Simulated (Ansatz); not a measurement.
Input:

Relaxed BP (zinc blende):

```xyz
4
Lattice="0.0000 4.5366 4.5366 2.2683 2.2683 4.5366 2.2683 2.2683 0.0000" Properties=species:S:1:pos:R:3 pbc="T T T"
P      3.4024     7.9390     7.9390
P      3.4024     5.6707     5.6707
B      0.0000     0.0000     0.0000
B      2.2683     4.5366     6.8049
```

A phonon eigenvector at X = (0.5, 0.5, 0.0) is frozen into this cell: atom i moves by Q times the vector below, so Q is the largest atomic displacement, in Å. The cell is held. (q is in reciprocal vectors of the primitive cell; the cell shown is doubled to hold the pattern.)

| atom | x | y | z |
|---|---|---|---|
| P1 | 0.000 | 0.000 | -1.000 |
| P2 | 0.000 | 0.000 | 1.000 |

Atoms not listed stay in place.

All values below come from r2SCAN (plane waves to 500 eV, PAW, scalar-relativistic; Ansatz, a program for electronic structure). k mesh 12×12×12 (Γ-centred), Fermi-Dirac smearing 0.05 eV. E stands for the smeared free energy. BP was relaxed with its symmetry unable to fall. ΔE is measured from the undisplaced structure.

The scan covers Q from -0.180 to 0.180 Å in 13 points.

**Question.** Which space group does the distorted structure have?

**Answer.** P-4m2 (No. 115), lowered from F-43m.

**Question.** Is this a single well or a double well?

**Answer.** A single well with its minimum at or next to zero displacement.

**Question.** What is the energy change at Q = 0.180 Å?

**Answer.** 1064 meV/cell.

**Question.** What harmonic wavenumber does the curvature at Q = 0 give?

**Answer.** 541 cm⁻¹.

(For displaced atoms, the force is minus the slope of the energy, and its curvature is a force constant, which sets phonon frequencies.)
